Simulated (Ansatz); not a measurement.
**Li2O (anti-fluorite): energy against volume**

Li2O (anti-fluorite), conventional cell a = b = c = 4.6261 Å, α = β = γ = 90.00°. The calculation uses the primitive cell of 3 atoms, to which meshes and values per cell refer.

The volume is varied about the relaxed value V₀ at fixed cell shape. Symmetry pins the atoms to their sites.

Level of theory: PBE (plane waves to 420 eV, PAW, scalar-relativistic; Ansatz, a first-principles code). k mesh 12×12×12 (Γ-centred), Fermi-Dirac smearing 0.05 eV. The energy includes the smearing's −TS. Compression counts positive. Li2O was relaxed with its symmetry unable to fall. ΔE is measured from the relaxed starting cell.

| V (Å³/cell) | ΔE (eV/atom) | P (GPa) |
|---|---|---|
| 20.79 | 0.0692 | 19.4 |
| 21.78 | 0.0362 | 13.0 |
| 22.77 | 0.0150 | 7.8 |
| 23.76 | 0.0035 | 3.5 |
| 24.75 | 0.0000 | 0.0 |
| 25.74 | 0.0031 | -2.9 |
| 26.73 | 0.0116 | -5.3 |
| 27.72 | 0.0245 | -7.2 |
| 28.71 | 0.0411 | -8.9 |

Summary:

Pressure at the smallest volume: 19.4 GPa
Energy cost of the largest compression: 69.2 meV/atom
Energy cost of the largest expansion: 41.1 meV/atom
Bulk modulus B₀ (third-order Birch-Murnaghan fit): 79.4 GPa
Pressure derivative B₀′ (fit): 3.9
Equilibrium volume of the fit: 8.25 Å³/atom
Pressure for 5 % compression (fit): 4.5 GPa

The 9 points together took roughly 21 core-seconds.

(A scan under strain: stresses follow from slopes of the energy per volume, elastic moduli from its curvatures.)
